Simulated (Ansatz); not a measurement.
# H₇BrO₃: Quadrupolar parameters

The cell is a Materials Project structure (computed, not necessarily an observed phase), atoms as given.

Space group Cc (No. 9); a = 11.9151, b = 5.9881, c = 6.3058 Å, β = 93.29°.

```
site  Wyckoff  site symmetry       x       y       z
  H1       4a              1  0.3495  0.8885  0.4747
  H2       4a              1  0.8447  0.1278  0.5140
  H5       4a              1  0.4903  0.8039  0.7241
  H6       4a              1  0.6064  0.9046  0.8281
  H7       4a              1  0.6014  0.6635  0.2652
  H8       4a              1  0.5239  0.7372  0.0401
  H9       4a              1  0.4675  0.7018  0.2898
  Br       4a              1  0.7439  0.7575  0.4698
 O17       4a              1  0.3967  0.7532  0.4894
 O19       4a              1  0.5287  0.8636  0.8563
 O20       4a              1  0.5251  0.6431  0.1873
```

One atom of each set is listed; the run and its k-mesh use a cell of 22 atoms with edges of 6.67, 6.67, 6.31 Å.

Method: Kohn–Sham DFT in Ansatz, PBE, plane waves and PAW, scalar-relativistic, 420 eV cutoff, Γ-centred 4×4×4 k-points, Fermi–Dirac smearing 0.02 eV.

C_Q = eQV_zz/h, which is 24.18 MHz for Q = 1 b and V_zz = 10²¹ V/m²; η = (V_xx − V_yy)/V_zz. ν_Q = 3|C_Q|/[2I(2I − 1)].

H-2: I = 1, Q = 2.858 mb; ⁸¹Br: I = 3/2, Q = 257.9 mb; ¹⁷O: I = 5/2, Q = -25.58 mb. Quadrupole moments are those of Pyykkö's year-2017 table.

```csv
site,atoms,first shell,C_Q (MHz),η,ν_Q (MHz)
H1,2,1 O at 0.99 Å,0.242,0.11,0.363
H2,2,1 O at 0.99 Å,0.236,0.12,0.355
H5,2,1 O at 0.99 Å; also 1 O at 1.83 Å,0.215,0.13,0.323
H6,2,1 O at 0.98 Å,0.255,0.11,0.382
H7,2,1 O at 1.02 Å; also 1 Br at 2.15 Å,0.178,0.13,0.268
H8,2,1 O at 1.09 Å; also 1 O at 1.39 Å,0.070,0.30,0.105
H9,2,1 O at 1.03 Å; also 1 O at 1.59 Å,0.139,0.13,0.208
Br,2,3 H at 2.15–2.54 Å; also 1 O at 3.15 Å,-56.1,0.42,28.0
O17,2,"2 H at 0.99 Å, angle 106°; also 2 H at 1.59–1.83 Å",8.07,0.82,1.21
O19,2,"2 H at 0.98–0.99 Å, angle 109°; also 1 H at 1.39 Å",8.75,0.74,1.31
O20,2,3 H at 1.02–1.09 Å,7.57,0.25,1.14
```

At H1, H2, H5, H6, H7 and H8 and others V_zz points along its bond to O (within 3°) in each case. At Br and O20 V_zz stands upright on the plane through its three neighbours (within 9°) in each case. At O19 V_zz stands upright on the plane of its two bonds (within 12°).

The lattice is static: at room temperature water may turn and average the couplings of its hydrogen.
